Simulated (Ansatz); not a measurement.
**SnO₂: quadrupole couplings from first principles**

```
Sn O
1.0
     4.73735    0.00000    0.00000
     0.00000    4.73735    0.00000
     0.00000    0.00000    3.18640
Sn O
2 4
Direct
  0.00000 0.00000 0.00000
  0.50000 0.50000 0.50000
  0.30562 0.30562 0.00000
  0.19438 0.80562 0.50000
  0.69438 0.69438 0.00000
  0.80562 0.19438 0.50000
```

Atom numbers follow the list: Sn1, Sn2, O3, O4, O5, O6.

The structure is an experimental refinement, used without relaxation.

All numbers are computed: DFT, LDA, all-electron PAW with datasets made for the crystal, scalar-relativistic (Ansatz 0.2.0); DFT, LDA, PAW with Ansatz's default frozen-core files, scalar-relativistic (Ansatz 0.2.0).

For the crystal-made all-electron datasets (AE datasets): a Γ-centred 4×4×6 k mesh, Fermi–Dirac smearing of 0.03 eV, cutoff 460 eV (chosen by the program for this cell), no spin polarisation. PAW takes a cutoff of 420 eV at this cell (files made with PBE, cores remade for this functional). The Ansatz runs share mesh, smearing and spin set-up.

No spin–orbit coupling: at heavy atoms the gradients can be off by tens of per cent for that reason.

Vzz is the principal value of largest size of the traceless field-gradient tensor, in 10²¹ V/m², and η = (Vxx − Vyy)/Vzz with |Vzz| ≥ |Vyy| ≥ |Vxx|.

(1) Give the field gradient at each independent site.

(2) Taking Q(O-17) = -0.0256 b, what quadrupole coupling constant follows at O3 from AE datasets?

(3) With Q(Sn-119, excited state) = -0.132 b and Eγ = 23.875 keV, what Mössbauer quadrupole splitting follows at Sn1 from AE datasets?

## Answers

(1) 
```tsv
site	site symmetry	Vzz (η), AE datasets	Vzz (η), PAW
Sn1	m.mm	5.69 (η = 0.55)	5.58 (η = 0.57)
O3	m.2m	-10.39 (η = 0.13)	-10.55 (η = 0.13)
```

(2) Cq = eQVzz/h = 24.180 MHz × -0.0256 × (-10.39) = 6.43 MHz.

(3) ΔEQ = (eQVzz/2)(1 + η²/3)^½ c/Eγ = -0.50 mm/s.
